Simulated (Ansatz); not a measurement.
Name crystals whose computed values (plane-wave PAW PBEsol (Ansatz code)) fall in these windows: B₀ by P(V) fit (GPa) 290 to 360; highest Γ mode, no LO–TO term (cm⁻¹) 510 to 670.



```json
[
 {"crystal": "BIr, P-6m2 (B on 1b, Ir on 1e)", "B₀ by P(V) fit (GPa)": "322", "highest Γ mode, no LO–TO term (cm⁻¹)": "560"},
 {"crystal": "Nb4N3, I4/mmm (Nb on 4c, Nb on 4e, N on 4d, N on 2a)", "B₀ by P(V) fit (GPa)": "303", "highest Γ mode, no LO–TO term (cm⁻¹)": "619"},
 {"crystal": "NbC, rock salt", "B₀ by P(V) fit (GPa)": "320", "highest Γ mode, no LO–TO term (cm⁻¹)": "542"},
 {"crystal": "TaN, Pm-3m (Ta on 3c, N on 3d)", "B₀ by P(V) fit (GPa)": "293", "highest Γ mode, no LO–TO term (cm⁻¹)": "569"},
 {"crystal": "Ta2N, P-31m (Ta on 6k, N on 2d, N on 1a)", "B₀ by P(V) fit (GPa)": "303", "highest Γ mode, no LO–TO term (cm⁻¹)": "633"}
]
```
Others may fit too.

Typed or built starts, not in the databases checked: TaN, Pm-3m (Ta on 3c, N on 3d). Not the usual ambient phase: TaN, Pm-3m (Ta on 3c, N on 3d). Standing as an ambient phase not checked: BIr, P-6m2 (B on 1b, Ir on 1e); Nb4N3, I4/mmm (Nb on 4c, Nb on 4e, N on 4d, N on 2a); Ta2N, P-31m (Ta on 6k, N on 2d, N on 1a). Unstable at this level: BIr, P-6m2 (B on 1b, Ir on 1e). All cells were relaxed under the symmetry of their starts (and spin orders); stability against distortions was not tested throughout. Rows with no word on spin ran without spin polarisation. Spin–orbit coupling is left out wherever it is not named.

Potentials: the later of the program's two PAW sets.
